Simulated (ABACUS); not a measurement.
Input and output of a self-consistent single point for AlInSb2 (P1, 4 atoms in the cell; from Materials Project mp-1228890, changed as shown) (ABACUS).

Computed with LDA (PW92), numerical atomic orbitals SZP (confined pseudo-atomic orbitals with Gaussian additions; energy shift 0.01 Ry), PseudoDojo 0.4 standard norm-conserving LDA (tails mended) pseudopotentials in ABACUS.

The change in words: atoms moved at random. Reference geometry (P-4m2):
```
CELL_PARAMETERS angstrom
      4.40163     0.00000     0.00000
      0.00000     4.40163     0.00000
      0.00000     0.00000     6.20153
ATOMIC_POSITIONS crystal
  Al 0.00000 0.00000 0.00000
  In 0.50000 0.50000 0.50000
  Sb 0.00000 0.50000 0.23337
  Sb 0.50000 0.00000 0.76663
```

Reference input (self-consistent single point, DFT, LDA (PW92), numerical atomic orbitals SZP (confined pseudo-atomic orbitals with Gaussian additions; energy shift 0.01 Ry), PseudoDojo 0.4 standard norm-conserving LDA (tails mended) pseudopotentials): basis = SZP numerical atomic orbitals, energy shift 0.01 Ry; KPT = Gamma 8 8 6 0 0 0; basis_type = lcao; dft_functional = PWLDA; ecutwfc = 100 Ry; smearing_method = fd; smearing_sigma = 0.000734986 Ry; potentials = PseudoDojo 0.4 standard norm-conserving LDA (tails mended); symmetry = 1; symmetry_prec = 1e-05; ks_solver = genelpa; scf_nmax = 100. This run's input differs from it in these lines:

```diff
@@ -45,3 +45,3 @@
 1
-   0.0000000000    0.0000000000    0.0000000000
+  -0.0149963432   -0.0485279377    0.0192185322
 
@@ -50,3 +50,3 @@
 1
-   2.2008135000    2.2008135000    3.1007635000
+   2.1931986853    2.2211314102    3.0779666867
 
@@ -55,4 +55,4 @@
 2
-   0.0000000000    2.2008135000    1.4472503560
-   2.2008135000    0.0000000000    4.7542766440
+  -0.0163388394    2.2164128661    1.4213155701
+   2.2397634973    0.0126062597    4.7837897110
 # file: KPT
```

Output, abridged:

```
 SELF-CONSISTENT
 -------------------------------------------

                  longest orb rcut (Bohr) = 8.2
   longest nonlocal projector rcut (Bohr) = 2.42
                     search radius (Bohr) = 21.2

                          real space grid = [ 54, 54, 75 ]
                                 init_chg = atomic

 LCAO ALGORITHM --------------- ION=   1  ELEC=   1--------------------------------

 Density error is 0.03847551531
 E_KohnSham     -499.9628024350      -6802.3429011644
 E_Fermi        0.5820127278         7.9186894069

 LCAO ALGORITHM --------------- ION=   1  ELEC=   2--------------------------------

   [... lines left out ...]

   [... 5 blocks of this kind left out ...]

 LCAO ALGORITHM --------------- ION=   1  ELEC=   8--------------------------------

 Density error is 3.92511013726e-07
 E_KohnSham     -499.9697440982      -6802.4373473369
 E_Fermi        0.5682677431         7.7316792957

 LCAO ALGORITHM --------------- ION=   1  ELEC=   9--------------------------------

 Density error is 3.17741095253e-08
 E_KohnSham     -499.9697440982      -6802.4373473369
 E_KS(sigma->0) -499.9697440982      -6802.4373473369
 E_entropy(-TS) 0.0000000000         0.0000000000
 E_Fermi        0.5682678685         7.7316810014
 charge density convergence is achieved
 final etot is -6802.4373473 eV
 EFERMI = 7.7316810014 eV

 STATE ENERGY(eV) AND OCCUPATIONS    NSPIN == 1
   [... 30 lines left out ...]

 TOTAL-FORCE (eV/Angstrom)
                       Al1         0.5112591574         0.6418185449        -0.2438934340
                       In1        -0.0596521339        -0.0310521550         0.2925444255
                       Sb1         0.0911392046        -0.6601862645         0.4588899725
                       Sb2        -0.5427462282         0.0494198746        -0.5075409640

 TOTAL-STRESS (KBAR)
        31.7358151615        -0.3363609569         6.3723756643
        -0.3363609569        30.7088023815        -9.3164288433
         6.3723756643        -9.3164288433        28.8066232287
 TOTAL-PRESSURE: 30.417080 KBAR

 --------------------------------------------
 !FINAL_ETOT_IS -6802.4373473368668783 eV
 --------------------------------------------
```

The run converged in 9 iterations. Against the reference run the free energy rises by 14.4 meV/atom, the pressure moves little (2.97 to 3.04 GPa), the largest force goes from 0.148 to 0.856 eV/Å and the gap on the mesh goes from 0.903 to 0.797 eV.

Spin-orbit coupling is left out, which matters for bands and gaps with elements this heavy. The atom-centred basis is finite, which shifts total energies, pressures, gaps and forces against plane waves. A single-zeta basis is rough, for pressures and forces above all. The structure comes from a collection of computed structures, made at another level of theory; the collection holds predicted forms beside known ones. Its lattice was then scaled.

Cost on one core: roughly 13 core-seconds.

The atomic orbitals were generated for these runs; they are not ABACUS's published sets and were checked against plane waves on a few crystals only.

“Tails mended”: in these copies of the files the far tail of each local potential was reset to the Coulomb form.
